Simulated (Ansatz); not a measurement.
A geometry of Si away from equilibrium: the start of the relaxation of a generated cell, Si built in the AFLOW prototype A_oC8_64_f (A11, as in Ga). All values below come from r2SCAN (plane waves to 500 eV, PAW, scalar-relativistic; Ansatz, an electronic-structure program). Γ-centred k-mesh 9×9×8 on the run's cell, Fermi–Dirac smearing 0.05 eV.

```xyz
4
Lattice="2.0791 -3.5215 0.0000 2.0791 3.5215 0.0000 0.0000 0.0000 4.1590" Properties=species:S:1:pos:R:3:forces:R:3 pbc="T T T" free_energy=-2553.565 pressure_GPa=8.7
Si     2.0791     1.0910     2.4164    0.0000    0.6014    0.8074
Si     2.0791    -1.0910     1.7426    0.0000   -0.6014   -0.8074
Si     2.0791    -2.4305     3.8222    0.0000    0.6014   -0.8074
Si     2.0791     2.4305     0.3369    0.0000   -0.6014    0.8074
```

Positions in Å, forces in eV/Å, free energy of the cell in eV (comparable only within this code, potentials and settings). Largest force: 1.01 eV/Å, on Si1, Si2, Si3, Si4 (atoms numbered as listed); the geometry lies 0.22 eV/atom above the end of its relaxation.

No spin polarisation in the result.

The run could not lose the symmetry of its start, so the end can be a saddle point.

The end of the path is a generated cell of Si: the first start was made by placing the elements on the sites of a structure type, and the end was not matched to a known phase here, so it may be hypothetical. Known forms of Si include space group No. 227.
